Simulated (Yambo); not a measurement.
```
CELL_PARAMETERS angstrom
      0.00000     2.80338     2.80338
      2.80338     0.00000     2.80338
      2.80338     2.80338     0.00000
ATOMIC_POSITIONS crystal
  Be 0.00000 0.00000 0.00000
  Te 0.25000 0.25000 0.25000
```

Response from Yambo on norm-conserving PBEsol (Quantum ESPRESSO, 88 Ry, scalar-relativistic) bands: 12×12×12 mesh, 35 bands, 4 Ry local-field block, 0.2 eV broadening.

**Question.** Give the static electronic dielectric constant without and with local fields.

**Answer.** 
```
field along  ε(0), independent particles  ε(0), RPA with local fields  refractive index √ε
-----------  ---------------------------  ---------------------------  -------------------
x                                   8.06                         6.98                 2.64
```
Electronic (clamped-ion) response only. Spin-orbit coupling, left out here, changes gap and response of such heavy elements. Convergence of the RPA response with its 12×12×12 mesh was not tested.

Geometry relaxed with PBEsol.
